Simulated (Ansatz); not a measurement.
Relaxing P

Level of theory: DFT PBEsol+D3(BJ), scalar-relativistic, plane waves, PAW (Ansatz 0.2.0). Settings: 420 eV cutoff, 14×14×12 k-mesh, Gaussian smearing of 0.10 eV, no spin polarisation.

What was changed: relaxed at 10 GPa.

Command:

```bash
ansatz run input.yaml --threads 1 --pin off --max-ram 2560MiB --backend cpu --events-out ev --progress --plain --runs-dir out
```

Input:

```yaml
crystal:
  lattice:
    - [1.6486371193, -4.6540010588, 0.0]
    - [1.6486371193, 4.6540010588, 0.0]
    - [0.0, 0.0, 3.501283904]
  atoms:
    - { symbol: P, position: [0.1154065942, 0.8845934058, 0.9535979976] }
    - { symbol: P, position: [0.6154065942, 0.3845934058, 0.5464020024] }
    - { symbol: P, position: [0.8845934058, 0.1154065942, 0.0464020024] }
    - { symbol: P, position: [0.3845934058, 0.6154065942, 0.4535979976] }
basis:
  ecutwfc: 420
kpoints:
  mp_grid: { grid: [14, 14, 12] }
hamiltonian:
  xc: pbesol
  dispersion: d3bj
scf:
  occupations: { method: gaussian, width: 0.1 }
output:
  forces: true
  stress: true
  eigenvalues: true
  write_density: true
  write_potential: true
  elf: true
  volumetric_format: npy
relax:
  adjacent_minimum: "off"
  f_tol: 0.008
  max_steps: 50
  cell: { stress_tol: 0.08, p_target: 10.0 }
```

F is the free energy. Steps run on the plane waves of an earlier cell, but the last one, and at times one on the way, on a freshly chosen basis, so a repeated geometry can differ a little in energy. The relaxation lowers the enthalpy F + PV at the target pressure, so F itself can rise.

Steps:

| step | F − F(1) (eV) | largest force component (eV/Å) | V (Å³/atom) | P (GPa) |
| --- | --- | --- | --- | --- |
| 1 | 0.0000 | 0.514 | 13.432 | 15.74 |
| 2 | -0.0796 | 0.227 | 13.580 | 12.14 |
| 3 | -0.1362 | 0.086 | 13.770 | 9.33 |
| 4 | -0.1102 | 0.047 | 13.653 | 9.79 |
| 5 | -0.0944 | 0.013 | 13.586 | 10.00 |
| 6 | -0.0913 | 0.003 | 13.574 | 10.03 |
| 7 | -0.0930 | 0.002 | 13.580 | 10.00 |
| 8 | -0.0932 | 0.002 | 13.580 | 10.00 |

Relaxed structure:

```cif
data_structure
_symmetry_space_group_name_H-M 'P 1'
_symmetry_Int_Tables_number 1
_cell_length_a 4.9627
_cell_length_b 4.9627
_cell_length_c 3.4709
_cell_angle_alpha 90.000
_cell_angle_beta 90.000
_cell_angle_gamma 140.545
_cell_volume 54.32
loop_
_atom_site_label
_atom_site_type_symbol
_atom_site_fract_x
_atom_site_fract_y
_atom_site_fract_z
_atom_site_occupancy
P1 P 0.11762 0.88238 0.96135 1
P2 P 0.61762 0.38238 0.53865 1
P3 P 0.88238 0.11762 0.03865 1
P4 P 0.38238 0.61762 0.46135 1
```

It takes space group Cmce (No. 64, orthorhombic). Conventional cell: a = 3.350 Å, b = 9.343 Å, c = 3.471 Å, α = 90.00°, β = 90.00°, γ = 90.00°. Around P (site symmetry m) lie 3 P at 2.21 to 2.23 Å.

The run converged. It took 2.7 min on 1 thread of Intel(R) Xeon(R) Platinum 8259CL CPU @ 2.50GHz (Skylake/Cascade Lake) (shared host), peak memory 0.6 GiB.